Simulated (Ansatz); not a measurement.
Here is the system:

TiB$_{2}$ (AlB2 type, space group P6/mmm)

```xyz
6
Lattice="6.0637 0.0000 0.0000 -1.5159 2.6256 0.0000 3.0318 0.0000 3.2243" Properties=species:S:1:pos:R:3 pbc="T T T"
Ti     0.0000     0.0000     0.0000
Ti     3.0318     0.0000     0.0000
B      6.0637     1.7504     1.6121
B      3.0318     1.7504     1.6121
B      1.5159     0.8752     1.6121
B      4.5478     0.8752     1.6121
```

A phonon eigenvector at L = (0.5, 0.0, 0.5) is frozen into this cell: atom i moves by Q times the vector below, so Q is the largest atomic displacement, in Å. The cell is held. (q is in reciprocal vectors of the primitive cell; the cell shown is doubled to hold the pattern.)

| atom | x | y | z |
|---|---|---|---|
| B3 | -0.866 | -0.500 | 0.000 |
| B4 | 0.866 | 0.500 | 0.000 |
| B5 | 0.866 | 0.500 | 0.000 |
| B6 | -0.866 | -0.500 | 0.000 |

Atoms not listed stay in place.

These are PBE (plane waves to 420 eV, PAW, scalar-relativistic; Ansatz, a program for electronic structure) values and carry that method's errors. k mesh 18×18×18 (Γ-centred), Fermi-Dirac smearing 0.05 eV. Energies are smeared free energies. With partly filled bands, energies and forces of such displacements shift with the k mesh and the smearing. The PAW data are Ansatz's earlier set. TiB2 is run without spin polarisation. TiB2 was relaxed with its symmetry unable to fall. The zero of ΔE is the undisplaced structure.

The scan covers Q from -0.180 to 0.180 Å in 13 points.

Question: Is this a single well or a double well?

Answer: A single well with its minimum at or next to zero displacement.

Question: Which space group does the distorted structure have?

Answer: Imma (No. 74), lowered from P6/mmm.

Question: What is the energy change at Q = 0.180 Å?

Answer: 1465 meV/cell.

Question: What harmonic wavenumber does the curvature at Q = 0 give?

Answer: 774 cm⁻¹.

(A displaced cell: forces are minus the slopes of the energy, force constants its curvatures, and phonons follow from these.)
